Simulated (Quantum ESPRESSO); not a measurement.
**Band energies of RbLiZnS2**

```xyz
5
Lattice="-2.0127 2.0127 6.8806 2.0127 -2.0127 6.8806 2.0127 2.0127 -6.8806" Properties=species:S:1:pos:R:3 pbc="T T T"
Li     2.0127     0.0000     3.4403
S      0.0000     0.0000     8.9842
S      0.0000     0.0000     4.7771
Zn     0.0000     2.0127     3.4403
Rb     0.0000     0.0000     0.0000
```

PBEsol (Quantum ESPRESSO, PseudoDojo norm-conserving, 84 Ry, scalar-relativistic); path ΓXYSΓZS1NPY1Z,XP; energies in eV from the valence-band maximum.

```
k (1/Å)  point  band 18  band 19  band 20  band 21  band 22  band 23  band 24  band 25
-------  -----  -------  -------  -------  -------  -------  -------  -------  -------
0.00         Γ    -1.60    -1.60    -0.05     0.00     0.00     2.31     3.90     4.87
0.18              -1.73    -1.69    -0.30    -0.15    -0.03     2.79     4.21     5.11
0.55              -2.24    -1.93    -1.04    -0.90    -0.19     4.39     5.03     5.73
0.74              -2.31    -2.01    -1.27    -1.24    -0.52     4.26     4.65     5.16
1.10         X    -2.01    -1.96    -1.72    -1.44    -1.38     3.77     4.72     5.03
1.10         Y    -2.12    -1.86    -1.72    -1.42    -1.35     3.84     4.75     5.07
1.58              -2.45    -1.40    -0.96    -0.79    -0.60     4.06     5.20     5.50
1.82         S    -2.56    -0.84    -0.83    -0.63    -0.32     3.34     4.80     6.00
2.24              -2.25    -1.22    -1.12    -0.18    -0.14     3.44     5.11     5.41
2.45              -1.93    -1.50    -0.50    -0.05    -0.03     2.84     4.30     5.14
2.66         Γ    -1.60    -1.60    -0.05     0.00     0.00     2.31     3.90     4.87
2.89              -1.58    -1.58    -0.53    -0.02    -0.02     2.83     3.53     4.82
3.12         Z    -1.55    -1.55    -1.00    -0.05    -0.05     3.24     3.29     5.15
3.48              -2.22    -1.31    -0.61    -0.53    -0.08     3.41     4.42     4.83
3.66              -2.44    -1.06    -0.69    -0.61    -0.17     3.35     4.45     5.49
3.83        S1    -2.56    -0.84    -0.83    -0.63    -0.32     3.34     4.80     6.00
3.83         N    -2.57    -0.83    -0.79    -0.69    -0.36     3.38     5.10     6.08
3.99              -2.52    -1.08    -0.89    -0.74    -0.47     3.74     5.31     5.86
4.30              -2.19    -2.06    -1.37    -1.22    -0.88     4.49     4.64     5.04
4.46              -2.14    -1.95    -1.64    -1.45    -1.15     4.29     4.40     4.84
4.62         P    -2.02    -1.94    -1.70    -1.46    -1.39     4.24     4.31     4.72
4.62        Y1    -2.12    -1.86    -1.72    -1.42    -1.35     3.84     4.75     5.07
4.73              -2.28    -1.72    -1.70    -1.34    -1.23     4.12     4.86     5.21
4.95              -2.51    -1.74    -1.31    -0.99    -0.84     4.78     5.12     5.64
5.06              -2.51    -1.72    -1.06    -0.76    -0.65     4.83     4.99     5.80
5.29              -2.23    -1.65    -0.63    -0.45    -0.32     4.10     4.30     4.93
5.40              -1.98    -1.60    -0.70    -0.26    -0.17     3.67     3.74     5.09
5.62         Z    -1.55    -1.55    -1.00    -0.05    -0.05     3.24     3.29     5.15
5.62         X    -2.01    -1.96    -1.72    -1.44    -1.38     3.77     4.72     5.03
5.85         P    -2.02    -1.94    -1.70    -1.46    -1.39     4.24     4.31     4.72
```

The PBEsol gap is direct, 2.31 eV at Γ.

Geometry of the Materials Project entry, not relaxed at this level.

The structure is a Materials Project entry; no match was found in the copy of COD used, and its stability was not checked.
